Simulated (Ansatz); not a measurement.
HfOs (CsCl type, Pm-3m) under volume change, DFT-PBEsol in the program Ansatz with PAW potentials, scaled uniformly.

```csv
V (Å³/atom),E − E(relaxed) (meV/atom),P (GPa)
15.250,[?],[?]
15.752,50.3,16.93
16.255,11.9,7.79
16.758,0.0,0.00
17.260,[?],[?]
17.763,40.6,-12.29
18.266,86.9,-17.14
```

Q: Some entries are withheld; supply them.

A: 
- 15.250, E − E(relaxed) (meV/atom): 119.6
- 15.250, P (GPa): 27.51
- 17.260, E − E(relaxed) (meV/atom): 10.7
- 17.260, P (GPa): -6.62

Q: What does a third-order Birch–Murnaghan fit give for V₀, B₀ and B′?

A: V₀ = 16.76 Å³/atom, B₀ = 239 GPa, B′ = 4.2.

The first step of the workflow began from a Materials Project structure, measured or hypothetical; the Crystallography Open Database files this formula in space group No. 221, but the cells were not matched. Its standing as an ambient phase is unchecked. The PBEsol relaxation kept the symmetry of its start; of distortions, only those at the zone centre were tested. No spin polarisation was allowed. Scalar-relativistic: spin–orbit coupling is off unless named, which matters more the heavier the elements.

Potentials: the later of the program's two PAW sets.
